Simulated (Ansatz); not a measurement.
**Rocksalt alloy of MgS and CaS (6 of 32 Mg sites exchanged), 64 atoms**

Ansatz, PAW, plane waves. PBEsol relaxation of volume and atoms (shape held) at the single k point (¼, ¼, ¼) without its symmetry partners; single points on the relaxed atoms at the Γ point alone, onto which points of the small cell's zone fold. Arrangement: quasirandom. No spin–orbit coupling unless named.

Relaxed structure:

```
S Ca Mg
1.0
    10.55211    0.00000    0.00000
     0.00000   10.55211    0.00000
     0.00000    0.00000   10.55211
S Ca Mg
32 6 26
Direct
  0.25879 0.00069 0.99964
  0.25116 0.00022 0.49983
  0.25098 0.50072 0.99855
  0.25019 0.50030 0.50042
  0.74051 0.00073 0.99894
  0.74842 0.00030 0.50074
  0.74863 0.50087 0.99030
  0.74916 0.50020 0.50884
  0.99022 0.25983 0.99744
  0.99790 0.25217 0.50231
  0.99103 0.74225 0.99151
  0.99792 0.74866 0.50925
  0.50967 0.25234 0.99071
  0.50151 0.25069 0.50905
  0.51007 0.74890 0.99729
  0.50185 0.74970 0.50240
  0.00147 0.00798 0.25882
  0.00078 0.00145 0.74080
  0.00889 0.49213 0.25056
  0.00172 0.49973 0.74889
  0.49800 0.99189 0.25101
  0.49917 0.99963 0.74886
  0.49065 0.50816 0.24984
  0.49817 0.50142 0.74950
  0.24183 0.24853 0.25931
  0.24902 0.25005 0.73990
  0.25753 0.75168 0.25937
  0.25071 0.75117 0.74010
  0.75806 0.24108 0.25123
  0.75123 0.24890 0.74827
  0.74191 0.75921 0.25116
  0.74934 0.75232 0.74851
  0.99702 0.00233 0.99820
  0.24988 0.25169 0.99767
  0.25342 0.74976 0.99804
  0.74967 0.50016 0.24988
  0.99989 0.75026 0.25348
  0.49995 0.24858 0.25166
  0.99975 0.00222 0.50127
  0.99858 0.49968 0.99569
  0.00129 0.49903 0.50340
  0.50157 0.99848 0.99744
  0.49986 0.99862 0.50182
  0.50098 0.50212 0.99580
  0.49845 0.50186 0.50356
  0.24839 0.25027 0.50097
  0.25198 0.75039 0.50116
  0.74979 0.25058 0.99541
  0.75104 0.24885 0.50324
  0.74804 0.75065 0.99569
  0.74845 0.75190 0.50335
  0.25138 0.00020 0.25471
  0.25143 0.00043 0.74467
  0.24989 0.50031 0.25313
  0.25010 0.50045 0.74646
  0.74759 0.00013 0.25209
  0.74786 0.00058 0.74756
  0.74963 0.50055 0.74924
  0.99983 0.25025 0.25434
  0.99843 0.25198 0.74662
  0.99826 0.74893 0.74761
  0.50177 0.25055 0.74846
  0.50003 0.75118 0.25248
  0.50162 0.75044 0.74814
```

(1) What are the mean bond lengths by pair (pairs within 1.2 times the sum of covalent radii, less contacts 15 % beyond the pair's median; cation–cation pairs of compounds aside; long ionic contacts are cut short by that bound)?

(2) What gap lies between the top filled and the lowest empty level in the single points?

Results:

(1) Ca–S 2.723 ± 0.035 Å (standard deviation, 36 bonds); Mg–S 2.619 ± 0.046 Å (standard deviation, 156 bonds).

(2) HSE06 4.04 eV (12 s on NVIDIA GB200).
